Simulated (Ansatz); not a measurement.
Consider the following.

Al2O3:
```cif
data_Al4O6
_chemical_formula_sum 'Al4 O6'
_space_group_name_H-M_alt 'P 1'
_space_group_IT_number 1
_cell_length_a 5.25861
_cell_length_b 5.25861
_cell_length_c 5.25861
_cell_angle_alpha 54.332
_cell_angle_beta 54.332
_cell_angle_gamma 54.332
loop_
_space_group_symop_operation_xyz
  'x, y, z'
loop_
_atom_site_label
_atom_site_type_symbol
_atom_site_fract_x
_atom_site_fract_y
_atom_site_fract_z
_atom_site_occupancy
Al1 Al 0.00000 0.00000 0.00000 1
Al2 Al 0.50000 0.50000 0.50000 1
Al3 Al 0.30674 0.30674 0.30674 1
Al4 Al 0.69326 0.69326 0.69326 1
O1 O 0.27941 0.89232 0.60373 1
O2 O 0.72059 0.10768 0.39627 1
O3 O 0.89232 0.60373 0.27941 1
O4 O 0.10768 0.39627 0.72059 1
O5 O 0.60373 0.27941 0.89232 1
O6 O 0.39627 0.72059 0.10768 1
```

This is the r²SCAN-relaxed structure.

Problem. All from r²SCAN in the plane-wave PAW code Ansatz, unless another level is named. Give the static dielectric constant ε0 (ions relaxed, cell fixed).

Solution. 9.27 (xx = yy), 8.80 (zz).

Problem. Next, the electronic dielectric constant ε∞ (DFPT)?

Solution. 3.01 (xx = yy), 2.88 (zz).

Problem. Give the Born charges (a third of the trace).

Solution. Al +2.78 to +3.08, O -1.92 e.

Space group R-3. The workflow started from a Materials Project entry (that database holds measured and hypothetical structures alike); the Crystallography Open Database copy checked does not list it. It is not the phase usual at ambient conditions (space group No. 167). The r²SCAN relaxation kept the symmetry of its start; its stability against distortions is not shown here.

Potentials: the later of the program's two PAW sets.
